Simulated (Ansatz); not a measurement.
Relaxed-ion elastic tensor of BaTiO₃ in space group R3m (No. 160; Ba on 3a, Ti on 3a, O on 9b) in GPa (Voigt order), r²SCAN (plane waves, PAW; program Ansatz); density 5.94 g/cm³, 13.03 Å³ per atom.

|  | 1 | 2 | 3 | 4 | 5 | 6 |
|---|---|---|---|---|---|---|
| 1 | 260 | 72.6 | 33.1 | -45.6 | 0.0 | 0.0 |
| 2 | 72.6 | 260 | 33.1 | 45.6 | 0.0 | 0.0 |
| 3 | 33.1 | 33.1 | 241 | 0.0 | 0.0 | 0.0 |
| 4 | -45.6 | 45.6 | 0.0 | 40.5 | 0.0 | 0.0 |
| 5 | 0.0 | 0.0 | 0.0 | 0.0 | 40.5 | -45.6 |
| 6 | 0.0 | 0.0 | 0.0 | 0.0 | -45.6 | 93.9 |

Is the crystal mechanically stable?

Yes: the smallest eigenvalue of C is 14.4 GPa.

Work out the Voigt, Reuss and Hill averages.

K_V = 115, K_R = 114, K_H = 115; G_V = 76.5, G_R = 30.4, G_H = 53.4 GPa.

Give Young's modulus, Poisson's ratio, Pugh's ratio and the universal anisotropy index.

E = 9KG/(3K + G) = 139 GPa; ν = 0.30; K/G = 2.15 (ductile by the Pugh limit of 1.75); A_U = 5G_V/G_R + K_V/K_R − 6 = 7.60.

Estimate the sound speeds and the Debye temperature.

v_l = √((K + 4G/3)/ρ) = 5600 m/s, v_t = √(G/ρ) = 3000 m/s, mean 3350 m/s; Θ = (h/k)(3n/4πV)^(1/3) v_m = 424 K.

How much does each axis shrink under pressure?

Linear compressibilities β_i = Σ_j S_ij (j = 1 to 3): x 2.7, y 2.7, z 3.4 per TPa.

This is a known low-temperature phase of the composition, computed here at zero pressure and temperature. The cell was relaxed with r²SCAN under the symmetry of its start; of distortions, only those at the zone centre were tested. No spin polarisation was allowed. Spin–orbit coupling is left out wherever it is not named.

Potentials: the earlier of the program's two PAW sets.
